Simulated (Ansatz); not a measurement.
**GeAs: computed property card**

GeAs:
```yaml
crystal:
  lattice:
    - [7.49361, 1.90019, 0.00000]
    - [-7.49361, 1.90019, 0.00000]
    - [-1.39533, 0.00000, 9.17648]
  atoms:
    - { symbol: Ge, position: [0.62553, 0.37447, 0.92691] }
    - { symbol: Ge, position: [0.37447, 0.62553, 0.07309] }
    - { symbol: Ge, position: [0.74851, 0.25149, 0.78367] }
    - { symbol: Ge, position: [0.25149, 0.74851, 0.21633] }
    - { symbol: Ge, position: [0.06940, 0.93060, 0.58831] }
    - { symbol: Ge, position: [0.93060, 0.06940, 0.41169] }
    - { symbol: As, position: [0.02878, 0.97122, 0.83695] }
    - { symbol: As, position: [0.97122, 0.02878, 0.16305] }
    - { symbol: As, position: [0.35298, 0.64702, 0.80618] }
    - { symbol: As, position: [0.64702, 0.35298, 0.19382] }
    - { symbol: As, position: [0.66445, 0.33555, 0.53716] }
    - { symbol: As, position: [0.33555, 0.66445, 0.46284] }
```

Space group C2/m (No. 12); conventional cell a = 14.9872 Å, b = 3.8004 Å, c = 9.2820 Å, α = 90.00°, β = 98.65°, γ = 90.00°.

Method: DFT-LDA in the program Ansatz with PAW potentials. Geometry: relaxed at this level of theory. Other levels are named where they apply.

Cell and energy:

```
Property                                                     Result
-----------------------------------------------------  ------------
Volume per atom                                            21.78 Å³
Density                                                  5.63 g/cm³
Formation energy from the elements (no fitted shifts)  -23 meV/atom
```

Electronic structure:

```
Quantity                                                                                                                       Value
----------------------------------------  ------------------------------------------------------------------------------------------
Band gap                                                                                                          0.09 eV (indirect)
Valence-band maximum                      off the standard path, at k = (0.427, 0.497, 0.302) in fractions of the reciprocal vectors
Conduction-band minimum                                       at M2 (k = 0.500, 0.500, 0.500 in fractions of the reciprocal vectors)
Smallest direct gap on the standard path                                                                                     0.19 eV
Electron effective mass                                                                     0.062, 0.073, 0.18 mₑ (principal values)
Hole effective mass                                                                           0.11, 0.35, 0.49 mₑ (principal values)
```

Mechanics:

```
Quantity                               Value
----------------------------------  --------
Bulk modulus (Birch–Murnaghan fit)  38.1 GPa
Pressure derivative B′                  10.0
```

The start of the workflow was typed in or built on a structure type; neither database checked (COD, Materials Project) lists it. Whether it is the stable phase at ambient conditions was not checked. The cell was relaxed with LDA under the symmetry of its start; whether a distortion lowers the energy is not shown. The volume moved by -23 % from the start of the relaxation. A crystal of weakly bound layers computed without a dispersion correction: the cell and the soft elastic constants depend strongly on that. The references are the lowest solids computed at this level, not always the standard phases. Scalar-relativistic: spin–orbit coupling is off unless named, which matters more the heavier the elements.

Potentials: the later of the program's two PAW sets.
